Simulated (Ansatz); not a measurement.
Cs2Pt3Se4:
```yaml
crystal:
  lattice:
    - [0.00000, 5.71259, 7.05806]
    - [3.33933, 0.00000, 7.05806]
    - [3.33933, 5.71259, 0.00000]
  atoms:
    - { symbol: Cs, position: [0.64716, 0.64716, 0.35284] }
    - { symbol: Cs, position: [0.35284, 0.35284, 0.64716] }
    - { symbol: Pt, position: [0.50000, 0.50000, 0.00000] }
    - { symbol: Pt, position: [0.00000, 0.00000, 0.50000] }
    - { symbol: Pt, position: [0.00000, 0.00000, 0.00000] }
    - { symbol: Se, position: [0.05645, 0.72136, 0.27864] }
    - { symbol: Se, position: [0.94355, 0.27864, 0.72136] }
    - { symbol: Se, position: [0.72136, 0.05645, 0.94355] }
    - { symbol: Se, position: [0.27864, 0.94355, 0.05645] }
```

Relaxed with r²SCAN.

Question: Give the Bader charges and basin volumes of the independent atoms, r²SCAN (plane waves, PAW; program Ansatz).

Answer: 

```tsv
atom	Bader charge (e)	Bader volume (Å³)
Cs1	+0.82	38.3
Pt3	-0.07	23.2
Pt5	-0.08	23.2
Se6	-0.35	30.8
```

Space group Fmmm. The workflow started from a Materials Project entry (that database holds measured and hypothetical structures alike); the Crystallography Open Database copy checked does not list it. Whether it is the stable phase at ambient conditions was not checked. Symmetry was held in the r²SCAN relaxation; whether a distortion lowers the energy is not shown. The run is not spin-polarised. Scalar-relativistic: spin–orbit coupling is off unless named, which matters more the heavier the elements.

Potentials: the later of the program's two PAW sets.
